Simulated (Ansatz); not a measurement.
Level: r2SCAN, no spin polarisation; 500 eV; 6×6×6 Γ-centred mesh; fermi-dirac occupations (width 0.1 eV); Ansatz 0.2.0, fixed geometry. The cell carries a charge of -1 e on a uniform background.

Computed maps in the lattice plane spanned by a (left to right, 7.08 Å, 21 points from zero) and b (bottom to top, 7.08 Å, 21 points from zero), 90° apart, at height 0.242 along c. The fields are smooth PAW ones with compensation charges, not the true ones near nuclei.

Valence density. Digits on a logarithmic scale: 0 up to 0.03 e/Å³, each further digit a factor of 1.6, 9 from 1.3 e/Å³ up:
```
001122235799986410000
012344444677764210000
124677654445442100000
146899875322211000000
257998986310112221100
257970986310134443210
247999985311356776421
135789864212579998631
013566542113689899742
001233321013699089742
111111100013689999742
333210000012468887543
665421000001345665445
888642000000123333457
999853100011111112479
729863101233321012579
979863112456643102479
999752124688875311468
777531135899986411246
554310136890897420124
222100136897997420012
```

ELF. Ten even steps from '0' (0.01) to '9' (0.90):
```
000000004899999600000
002565201489997200000
027998730035652000000
069999983000100000000
189975896100000110000
289952898200036776200
079988998200489999720
048999997102799999950
005899973004998579960
000255410005998259950
000000000004999789720
132100000001799998400
788720000000378873003
999971000000013310048
889983000000000000279
428995000145410000599
758984003799874001699
999972017999998300699
999840038998899600289
887300038982599710036
220000017984799710000
```

Question: The cell is RbBrCl4. Which atoms lie within 0.2 Å of this plane, and where (fractions of a and b)?

Answer: Cl at (0.53, 0.03), Cl at (0.03, 0.22), Cl at (0.22, 0.72), Cl at (0.72, 0.53). The whole cell:
```xyz
12
Lattice="0.0000 7.0799 0.0000 7.0799 0.0000 0.0000 3.5399 3.5399 -6.4131" Properties=species:S:1:pos:R:3 pbc="T T T"
Br    0.0000    3.5399    0.0000
Br    3.5399    0.0000    0.0000
Rb    7.0799    7.0799   -3.2066
Rb    3.5399    3.5399   -3.2066
Cl    1.0979    4.6379   -1.5534
Cl    2.4420    1.0979   -1.5534
Cl    5.9819    2.4420   -1.5534
Cl    4.6379    5.9819   -1.5534
Cl    8.1778    9.5218   -4.8597
Cl    9.5218    5.9819   -4.8597
Cl    5.9819    4.6379   -4.8597
Cl    4.6379    8.1778   -4.8597
```

Origin: a known structure type with other elements, at an estimated volume, so it need not be a known compound. Caveats: many states at the Fermi level without spin polarisation, so a magnetic state may lie lower; atoms or cell far from equilibrium; charged cell with a uniform background.
